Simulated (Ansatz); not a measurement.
A relaxed cell of Si₃F₄ is given with its symmetry left out. The cell was found from a structure generator's guess, not taken from experiment.

Level of theory: DFT PBE, scalar-relativistic, plane waves, PAW (Ansatz). Cutoff 420 eV, Γ-centred mesh, Gaussian smearing, no spin polarisation.

```xyz
7
Lattice="0.0000 3.8251 3.8251 3.8251 0.0000 3.8251 3.8251 3.8251 0.0000" Properties=species:S:1:pos:R:3 pbc="T T T"
Si    5.7377    5.7377    5.7377
Si    0.0000    0.0000    0.0000
Si    3.8251    3.8251    3.8251
F     0.9133    2.9119    2.9119
F     2.9119    0.9133    2.9119
F     2.9119    2.9119    0.9133
F     0.9133    0.9133    0.9133
```

Formation energies are uncorrected and refer to the elements' standard structures at the same level (F₂ as a molecule).

(1) What space group does it have?

(2) What is its formation energy per atom?

(3) Is it a metal?

Answers

(1) F-43m (No. 216). Conventional cell: a = 7.650 Å. Around Si on its first site lie 12 F at 3.16 Å and 8 Si at 3.31 Å (long against the sum of covalent radii); Si on its second site is surrounded by 4 F at 1.58 Å and 4 Si at 3.31 Å; Si on its third site has 12 F at 3.19 Å and 4 Si at 3.31 Å (long against the sum of covalent radii); F is surrounded by 1 Si at 1.58 Å, 3 F at 2.58 Å, 3 F at 2.83 Å and 6 Si at 3.16–3.19 Å.

(2) −1.35 eV/atom. It lies below the elements, which doesn't yet make it stable against other compounds or structures.

(3) There is no gap on the 8×8×8 mesh, but valence and conduction bands overlap by only 0.18 eV, so at this level it is a semimetal.

The last run used an 8×8×8 mesh for its 7-atom cell and Gaussian smearing of 0.10 eV. The zero gap may come from the functional, which often closes small gaps, or the cell may be a true semimetal. A structure relaxed within its symmetry needn't be a true minimum.
